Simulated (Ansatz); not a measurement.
HW$_{2}$O$_{6}$:
```xyz
9
Lattice="3.8172 0.0000 0.0000 0.0000 7.9889 0.0000 0.0000 0.0000 3.8276" Properties=species:S:1:pos:R:3 pbc="T T T"
W      0.0529     2.1162     3.7553
O      1.9615     2.0582     3.7725
O      0.0529     2.0182     1.8696
O      0.0529     3.9944     3.7685
W      0.0529     5.8727     3.7553
O      1.9615     5.9307     3.7725
O      0.0529     5.9707     1.8696
O      0.0528     0.0000     0.1431
H      0.0522     0.0000     1.1220
```

Relaxed with PBE. Special points in fractions of this cell's reciprocal vectors: Γ (0.000, 0.000, 0.000); Z (0.000, 0.500, 0.000); D (0.000, 0.500, 0.500); B (0.000, 0.000, 0.500); A (-0.500, 0.000, 0.500); E (-0.500, 0.500, 0.500); C2 (-0.500, 0.500, 0.000); Y2 (-0.500, 0.000, 0.000).

Question: List the band energies nearest the Fermi level at these points for the program Ansatz at the PBE level (PAW).

Answer: In eV from the Fermi level; about four levels below and three above (degenerate sets whole), none deeper than 8.9 eV; points with the same levels are listed once.

| k | below | above |
|---|---|---|
| Γ | -0.62 -0.58 -0.55 -0.39 | 1.67 2.00 3.34 |
| Z | -2.62 -0.58 -0.56 -0.21 | 0.25 1.35 1.41 |
| D | -3.25 -3.23 -3.18 -2.62 | 0.28 1.38 2.42 |
| B | -2.90 -2.80 -2.49 -0.56 | 2.01 2.52 2.63 |
| A | -2.51 -1.99 -1.60 -1.59 | 2.54 2.69 3.36 |
| E | -2.68 -2.49 -1.59 -1.59 | 2.45 2.85 3.29 |
| C2 | -3.33 -2.69 -2.44 -0.17 | 1.44 2.73 2.75 |
| Y2 | -3.20 -3.03 -2.00 -0.35 | 1.71 2.67 2.73 |

Space group Pmm2. The start of the workflow was typed in or built on a structure type; neither database checked (COD, Materials Project) lists it. Its standing as an ambient phase is unchecked. The PBE relaxation kept the symmetry of its start; whether a distortion lowers the energy is not shown. The workflow began spin-polarised and lost its moments. No Hubbard U is applied. Point labels and valley counts follow the cell and symmetry of the run, lower than the named group. Scalar-relativistic: spin–orbit coupling is off unless named, which matters more the heavier the elements.

Potentials: the earlier of the program's two PAW sets.
